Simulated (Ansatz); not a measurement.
Relaxed candidate structures of GaN:

A. P6₃mc (No. 186), hP4, wurtzite type; a = b = 3.1518 Å, c = 5.1383 Å, α = β = 90.00°, γ = 120.00°; Ga 2b (0.333, 0.667, 0.000); N 2b (0.333, 0.667, 0.377)

B. F-43m (No. 216), cF8, zinc blende type; a = b = c = 4.455 Å, α = β = γ = 90.00°; Ga 4a (0.000, 0.000, 0.000); N 4d (0.750, 0.750, 0.750)

Question: Order them by energy per atom (lowest first) at the level LDA (plane waves to 420 eV, PAW, scalar-relativistic; Ansatz, a first-principles code).

Answer: A (reference, the lowest among the structures calculated here), B (+6 meV/atom)

Question: Give each candidate's band gap.

Answer: No candidate is metallic. A: 2.13 eV (no spin-orbit coupling); B: 1.96 eV (no spin-orbit coupling).

Each run could gain symmetry but not lose that of its start, so entries can be saddle points.  Static energies at zero pressure. The runs use different k-meshes, so differences are rounded accordingly. No spin polarisation in the result.
